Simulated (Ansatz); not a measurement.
Be₂C:
```
CELL_PARAMETERS angstrom
      0.00000     2.13416     2.13416
      2.13416     0.00000     2.13416
      2.13416     2.13416     0.00000
ATOMIC_POSITIONS crystal
  Be 0.75000 0.75000 0.75000
  Be 0.25000 0.25000 0.25000
  C  0.00000 0.00000 0.00000
```

x, y and z are the axes in which the lattice vectors are written.

Problem. Give the high-frequency dielectric tensor and the Born effective charge tensors of the independent atoms from DFPT, DFT-LDA in the program Ansatz with PAW potentials.

Solution. 
ε∞:
```
6.84  0.00  0.00
0.00  6.84  0.00
0.00  0.00  6.84
```
Z* of atom 1 (Be), rows: field, columns: displacement, in e:
```
1.52  0.00  0.00
0.00  1.52  0.00
0.00  0.00  1.52
```
Z* of atom 3 (C), rows: field, columns: displacement, in e:
```
-3.04   0.00   0.00
 0.00  -3.04   0.00
 0.00   0.00  -3.04
```

Space group Fm-3m (fluorite or antifluorite type). The cell was relaxed with LDA under the symmetry of its start; phonons on a q-mesh show no instability.

Potentials: the later of the program's two PAW sets.
